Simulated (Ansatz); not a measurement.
TePt:
```yaml
crystal:
  lattice:
    - [4.24074, 0.00000, 0.00000]
    - [-2.12037, 3.67259, 0.00000]
    - [0.00000, 0.00000, 5.62408]
  atoms:
    - { symbol: Pt, position: [0.00000, 0.00000, 0.00000] }
    - { symbol: Pt, position: [0.00000, 0.00000, 0.50000] }
    - { symbol: Te, position: [0.33333, 0.66667, 0.25000] }
    - { symbol: Te, position: [0.66667, 0.33333, 0.75000] }
```

Relaxed with r²SCAN.

Task: Map the electron localisation function on the plane through (0.000, 0.000, 0.000) spanned by u = [0, 0, 1] and v = [1, -1, 0] in lattice vectors, from the program Ansatz at the r²SCAN level (PAW).

Result: x is the fraction of u, y of v (the angle between them is 90°; rows are the nearest grid lines); atoms in the plane: Pt at (0.00, 0.00), Pt at (0.50, 0.00), Te at (0.25, 0.33), Te at (0.75, 0.67).
```
|99996434346999999964343469999|
|99985433345899999753333357999|
|99875333335789987643333346789|
|55543322233455544344555443445|
|44443222223444444566777665444|
|43221110111223457877666778754|
|53100000000013577753111357775|
|63100000000013687641000146786|
|63100000000013687630000036786|
|63100000000013677641000146776|
|31111111111111367776555677763|
|11235666665321124677767776421|
|12467776777642112356666653211|
|36777655567776311111111111113|
|67764100014677631000000000136|
|68763000003678631000000000136|
|68764100014678631000000000136|
|57775311135777531000000000135|
|45787766677875432211101112234|
|44456677766544444432222234444|
|54434455544344555433222334555|
|98764333334678998753333357899|
|99975333335799999854333458999|
|99996434346999999964343469999|
```
Scale: ten equal steps from 0.004 (start of '0') to 0.678 (end of '9'), in the order '0123456789'; x runs from 0.000 to 1.00, y from 0.000 (bottom) to 1.00 (top).

The density is the valence pseudo-density with augmentation charge, so density and ELF within about 1 Å of a nucleus are not all-electron values.

Space group P6_3/mmc (NiAs type). The workflow started from an entry of the Crystallography Open Database (COD), which files this formula under 2 space groups. Its standing as an ambient phase is unchecked. Symmetry was held in the r²SCAN relaxation; whether a distortion lowers the energy is not shown. No spin polarisation was allowed. Scalar-relativistic: spin–orbit coupling is off unless named, which matters more the heavier the elements.

Potentials: the later of the program's two PAW sets.
